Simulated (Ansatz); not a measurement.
LiBr:
```xyz
2
Lattice="0.0000 2.7055 2.7055 2.7055 0.0000 2.7055 2.7055 2.7055 0.0000" Properties=species:S:1:pos:R:3 pbc="T T T"
Li     0.0000     0.0000     0.0000
Br     2.7055     2.7055     2.7055
```

Cartesian axes are those of the cell as given.

Problem. Give the high-frequency dielectric tensor and the Born effective charge tensors of the independent atoms from DFPT, PBEsol in the plane-wave PAW code Ansatz.

Solution. 
ε∞:
```
3.56  0.00  0.00
0.00  3.56  0.00
0.00  0.00  3.56
```
Z* of atom 1 (Li), rows: field, columns: displacement, in e:
```
1.22  0.00  0.00
0.00  1.22  0.00
0.00  0.00  1.22
```
Z* of atom 2 (Br), rows: field, columns: displacement, in e:
```
-1.22   0.00   0.00
 0.00  -1.22   0.00
 0.00   0.00  -1.22
```

Static charges for comparison (Bader): Li1 +0.89, Br2 -0.89 e. Born charges measure polarisation by displacement and can exceed these by far.

Space group Fm-3m (rock salt). Symmetry was held in the PBEsol relaxation. Spin–orbit coupling is left out wherever it is not named.

Potentials: the later of the program's two PAW sets.
